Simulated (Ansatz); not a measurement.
BAs (zinc blende), relaxed with r²SCAN (Ansatz, an electronic-structure program, plane waves, PAW): a = 4.7838 Å, b = 4.7838 Å, c = 4.7838 Å, α = 90.00°, β = 90.00°, γ = 90.00°.

- gap (eV) = 1.37
- B₀ by P(V) fit (GPa) = 141

### Question
The same phase is relaxed and computed with HSE06 in the same code. What are the cell and these values now?

### Answer
a = 4.772 Å, b = 4.772 Å, c = 4.772 Å, α = 90.00°, β = 90.00°, γ = 90.00°.

- gap (eV) = 1.82
- B₀ by P(V) fit (GPa) = 146

All cells were relaxed under the symmetry of their starts (and spin orders); stability against distortions was not tested throughout. Scalar-relativistic: spin–orbit coupling is off unless named, which matters more the heavier the elements.

Potentials: the later of the program's two PAW sets.

Ansatz is a plane-wave DFT program.
